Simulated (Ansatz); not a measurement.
YN (rock salt)

```xyz
2
Lattice="0.0000 2.4478 2.4478 2.4478 0.0000 2.4478 2.4478 2.4478 0.0000" Properties=species:S:1:pos:R:3 pbc="T T T"
N      0.0000     0.0000     0.0000
Y      2.4478     2.4478     2.4478
```

The slice is a {100} plane (indices of the conventional cell) through the point (0.500, 0.500, 0.500) (fractional), spanned by u = [100] and v = [0 1 -1] in vectors of this cell: u (3.46 Å) and v (3.46 Å, at 90° to u). It covers one period; positions are fractions (u, v).

Level of theory: r2SCAN (plane waves to 500 eV, PAW, scalar-relativistic; Ansatz, a program for electronic structure). k mesh 12×12×12. Near the nuclei the fields are pseudised (PAW); where an atom keeps semicore shells as valence, they peak there. YN is run without spin polarisation. YN was relaxed with its symmetry unable to fall.

**Question.** Around which element is the density of the highest valence band (whole band, smooth part) largest on this plane?

**Answer.** N. Mean over a disc round each atom, of radius 0.45 times the shortest bond: N 0.219, Y 0.040 e/Å³.

**Question.** What is the valence density on the shortest N–Y line in this plane (2.45 Å), at its midpoint?

**Answer.** 0.34 e/Å³.

**Question.** What is the ELF at the midpoint of the shortest N–Y line in this plane (2.45 Å)?

**Answer.** 0.14.

**Question.** Predict the map of the density of the highest valence band (whole band, smooth part) on the slice.

**Answer.** 
```
|00011110000000000000000000111100|
|00111110000000000000000000111110|
|11111110000000000000000000111111|
|11111100000000011100000000011111|
|11111000000011111111100000001111|
|11110000001111111111111000000111|
|00000000011112222222111100000000|
|00000000111222333332221110000000|
|00000001112233444443322111000000|
|00000011122345666665432211100000|
|00000011223467888887643221100000|
|00000111234678999998764321110000|
|00000112235789998999875322110000|
|00000112346899865689986432110000|
|00001112346899631369986432111000|
|00001112346898510158986432111000|
|00001112346899631369986432111000|
|00000112346899865689986432110000|
|00000112235789998999875322110000|
|00000111234678999998764321110000|
|00000011223467888887643221100000|
|00000011122345666665432211100000|
|00000001112233444443322111000000|
|00000000111222333332221110000000|
|00000000011112222222111100000000|
|11110000001111111111111000000111|
|11111000000011111111100000001111|
|11111100000000011100000000011111|
|11111110000000000000000000111111|
|00111110000000000000000000111110|
|00011110000000000000000000111100|
|00011110000000000000000000111100|
```
Scale: ten equal steps from 0.000 (start of '0') to 0.431 (end of '9'), in the order '0123456789'. Values: density of the highest valence band (whole band, smooth part) in e/Å³. The map has 32 points along u (one character each, u = 0 at the left) and 32 along v (v = 0 in the bottom row).
